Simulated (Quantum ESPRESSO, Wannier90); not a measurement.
**Tight-binding from DFT: BaTiO3 (R3m)**

```xyz
5
Lattice="2.8483 1.6444 2.3356 -2.8483 1.6444 2.3356 0.0000 -3.2889 2.3356" Properties=species:S:1:pos:R:3 pbc="T T T"
Ba     0.0000     0.0000     0.0010
Ti     0.0000     0.0000    -3.4099
O      1.4504    -0.8374     2.2366
O      0.0000     1.6748     2.2366
O     -1.4504    -0.8374     2.2366
```

Cell from Materials Project (mp-5020), symmetrised, no further relaxation. COD (Crystallography Open Database) has the formula in 5 space groups, this one among them (matched by group alone). Method: PBEsol plane waves in Quantum ESPRESSO 7.5 (PseudoDojo norm-conserving files, 68 Ry, spinors with spin-orbit coupling), Bloch states on a 6×6×6 mesh through Γ, Wannier90 4.0.1. Density: 8×8×8 mesh, cold smearing 0.01 Ry.

Bands 9-10 form an isolated set from -24.61 to -24.37 eV relative to the valence-band maximum (on the path) and are turned into 2 Wannier functions by minimising the spread from the start: atomic waves Ba 5s.

**Question.** Where do the functions sit, how wide are they and what are they made of?

**Answer.** 
```tsv
functions	spread (Å²)	nearest atom, distance (Å)	second atom, distance (Å)	weight on atomic waves
2	0.90	Ba 0.00	O 2.79	Ba 5s 94 %
```

Ω_I = 1.79 Å², Ω_total = 1.79 Å²; the interpolated bands follow pw.x to 0.0 meV rms on the path. Only this start was tried; a symmetric start can stop on a saddle, and mixtures of these functions could lower the total by at most Ω_total − Ω_I.
